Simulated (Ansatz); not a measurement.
# As (omega (AlB2-type)): energy against volume

All numbers below come from Ansatz 0.2.0, DFT, LDA (PW92), plane waves (420 eV) with PAW, scalar-relativistic. The PAW files were generated under PBE, with cores re-solved for the functional.

The cell is scaled uniformly from the relaxed one, with fractional coordinates and shape fixed. Energies are extrapolated to zero smearing, pressures are those at the given smearing. Magnetic state: spin not included.

A Birch-Murnaghan fit gives V₀ = 18.07 Å³/atom, B₀ = 95 GPa, B₀′ = 4.4.

What are the energy above the minimum and the pressure at 16.584 Å³/atom?

41.9 meV/atom and 9.84 GPa as computed.

What are the energy above the minimum and the pressure at 17.305 Å³/atom?

10.2 meV/atom and 4.58 GPa as computed.

What are the energy above the minimum and the pressure at 19.468 Å³/atom?

28.1 meV/atom and -5.89 GPa as computed.
